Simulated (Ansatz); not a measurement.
YSi₂ in space group P6/mmm (No. 191; Y on 1a, Si on 2d) under volume change, DFT-LDA in the program Ansatz with PAW potentials, shape and atoms relaxed at each volume.

```tsv
V (Å³/atom)	E − E(relaxed) (meV/atom)	P (GPa)
16.514	(withheld)	(withheld)
17.058	21.3	6.64
17.603	(withheld)	(withheld)
18.147	0.0	0.00
18.692	4.5	-2.59
19.236	17.2	-4.82
19.781	37.0	-6.82
```

Task: Fill in the missing entries.

Result: 
- 16.514, E − E(relaxed) (meV/atom): 50.9
- 16.514, P (GPa): 10.95
- 17.603, E − E(relaxed) (meV/atom): 5.0
- 17.603, P (GPa): 3.04

Task: What does a third-order Birch–Murnaghan fit give for V₀, B₀ and B′?

Result: V₀ = 18.15 Å³/atom, B₀ = 94.5 GPa, B′ = 4.3.

Its axis ratio c/a = 0.96 departs by over 6 % from that of the usual cell of this phase: another minimum, or an error of the functional. The LDA relaxation kept the symmetry of its start. At this level the phase is mechanically unstable. No spin polarisation was allowed.

Potentials: the later of the program's two PAW sets.
